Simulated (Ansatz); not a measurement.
ZnF2:
```cif
data_F4Zn2
_chemical_formula_sum 'Zn2 F4'
_space_group_name_H-M_alt 'P42/mnm'
_space_group_IT_number 136
_space_group_name_Hall '-P 4n 2n'
_cell_length_a 4.74054
_cell_length_b 4.74054
_cell_length_c 3.14223
_cell_angle_alpha 90.000
_cell_angle_beta 90.000
_cell_angle_gamma 90.000
loop_
_atom_site_label
_atom_site_type_symbol
_atom_site_symmetry_multiplicity
_atom_site_Wyckoff_symbol
_atom_site_fract_x
_atom_site_fract_y
_atom_site_fract_z
_atom_site_occupancy
Zn1 Zn 2 a 0.00000 0.00000 0.00000 1
F1 F 4 f 0.30408 0.30408 0.00000 1
```

Relaxed at zero pressure with HSE06 (plane waves, PAW; program Ansatz).

Task: The volume is raised by 6 % and shape and atoms relax at that volume. What pressure results, and how do the axes share the change?

Result: -5.1 GPa; a 2.7 %, b 2.7 %, c 0.6 %; the energy rises by 12 meV/atom.

Task: Give the new structure.

Result: 
Space group P4₂/mnm (No. 136); a = 4.867 Å, b = 4.867 Å, c = 3.160 Å, α = 90.00°, β = 90.00°, γ = 90.00°

```
atom  site  symmetry       x       y       z
----  ----  --------  ------  ------  ------
Zn      2a      m.mm  0.0000  0.0000  0.0000
F       4f      m.2m  0.3072  0.3072  0.0000
```

The phase is kept; no other phase was compared at this pressure.

Space group P4_2/mnm (rutile). The cell was relaxed with HSE06 under the symmetry of its start.

Potentials: the later of the program's two PAW sets.
